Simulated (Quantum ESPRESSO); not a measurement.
Hf2Ag2MgMo2Ti, different elements on one site, starting from this cell

Computed values, not a measurement. The program is pw.x of Quantum ESPRESSO 7.5 (plane-wave density functional theory). The cell is made up: eight metal atoms on a face-centred cubic lattice, with elements, volume, strain and displacements drawn at random and not relaxed, so it may be unstable or far from any real phase. PseudoDojo standard norm-conserving files set the functional (PBE unless stated); there is no spin polarisation or spin-orbit coupling, the Fermi-Dirac width of 0.25 eV means electrons at about 2900 K, and the masses in the input are unused placeholders. The tin pseudopotential is less sure than most, with forces differing by about three percent from a second method on plain tin. Heavy elements are run without spin-orbit coupling, which real alloys of them have. A spin test at this wide smearing found no moment, but such smearing suppresses magnetism that the real alloy may have.

The runs put different elements on site 3. Cell, positions, cutoff, mesh and smearing stay as in the input of run 1; sites are counted in its order. Stress in the tables is positive in tension.

Input of run 1:

```
&control calculation='scf', pseudo_dir='./dojo.nc.sr.pbe.v0_5.standard.upf', outdir='./o', disk_io='minimal', tprnfor=.true., tstress=.true. /
&system ibrav=0, nat=8, ntyp=5, nbnd=72, ecutwfc=84.00895049, nosym=.true., tot_charge=0,
 occupations='smearing', smearing='fd', degauss=0.0183746611
/
&electrons conv_thr=1.470e-08, electron_maxstep=70, mixing_beta=0.5 /
ATOMIC_SPECIES
Ag 1.0 Ag.upf
Hf 1.0 Hf.upf
Mg 1.0 Mg.upf
Mo 1.0 Mo.upf
Ti 1.0 Ti.upf
CELL_PARAMETERS angstrom
0.0152 -2.0902 -2.0847
-6.3752 -2.0962 0.0515
-2.1242 4.3443 -6.4028
ATOMIC_POSITIONS angstrom
Hf 0.0597 -0.0668 -0.0766
Ag -2.2015 2.113 -4.2425
Mg -2.1791 0.0619 -2.2181
Hf -4.2148 2.247 -6.5754
Mo -4.1986 0.1759 -4.0617
Ti -4.119 -1.9105 -2.0522
Ag -6.2197 0.0827 -6.3183
Mo -6.5518 -2.1086 -4.1288
K_POINTS automatic
8 4 3 1 1 1
```

```
run  elements on sites 1 to 8  -TS (eV)  pressure (GPa)  stress xx (GPa)  stress yy (GPa)  stress zz (GPa)  stress yz (GPa)  stress xz (GPa)  stress xy (GPa)  iterations
  1   Hf Ag Mg Hf Mo Ti Ag Mo    -1.824           -2.57             0.21             3.66             3.83            -0.79            -1.38            -1.50          21
  2   Hf Ag In Hf Mo Ti Ag Mo    -1.734           -0.26            -1.11             0.94             0.97            -1.12            -1.46            -1.66          21
  3   Hf Ag Ta Hf Mo Ti Ag Mo    -1.895           -2.27             1.22             1.88             3.70            -1.29            -0.85            -0.47          22
  4   Hf Ag Ru Hf Mo Ti Ag Mo    -1.939           -8.94             8.43             8.89             9.51            -1.93            -1.48             0.04          22
  5   Hf Ag Sn Hf Mo Ti Ag Mo    -1.696            0.01            -0.29             0.18             0.08            -1.84            -1.26            -1.49          21
```

Forces Fx Fy Fz (eV/Å):

```
site             run 1              run 2              run 3             run 4              run 5
   1   0.72 0.73 -0.49    0.73 0.65 -0.43    0.81 0.51 -0.38   0.47 0.83 -0.60    0.67 0.63 -0.43
   2   0.44 0.36 -0.09    0.46 0.67 -0.39    0.42 0.69 -0.42   0.42 0.44 -0.17    0.46 0.84 -0.55
   3    0.32 0.39 0.39     0.36 0.24 0.74     0.38 0.36 0.04   0.04 0.20 -0.04     0.39 0.20 0.71
   4  -0.51 -0.87 1.78   -0.52 -1.03 1.97   -0.39 -0.61 1.40  -0.43 -0.23 1.05   -0.51 -0.94 1.90
   5  -1.30 -0.98 0.10  -1.71 -0.90 -0.09   -0.59 -1.04 0.53  -0.02 -1.46 0.85   -1.60 -0.99 0.03
   6  -1.32 0.03 -1.37  -1.35 -0.11 -1.26  -1.19 -0.01 -1.27  -0.66 0.57 -1.57  -1.27 -0.11 -1.22
   7  -0.38 -0.09 0.13   -0.33 -0.11 0.14   -0.43 -0.09 0.14  -0.38 -0.13 0.15   -0.31 -0.12 0.14
   8   2.03 0.44 -0.47    2.36 0.59 -0.67    0.99 0.19 -0.04   0.57 -0.21 0.33    2.17 0.49 -0.59
```

Energies are left out, as each element's file has its own zero. A rerun of one cell of this series at a higher cutoff and on a denser mesh moved values by no more than 0.005 eV in energy, 0.06 GPa in stress and 0.004 eV/Å in force, and a second program with other atomic files agreed on that cell to 2 % rms in force and 0.5 GPa in pressure.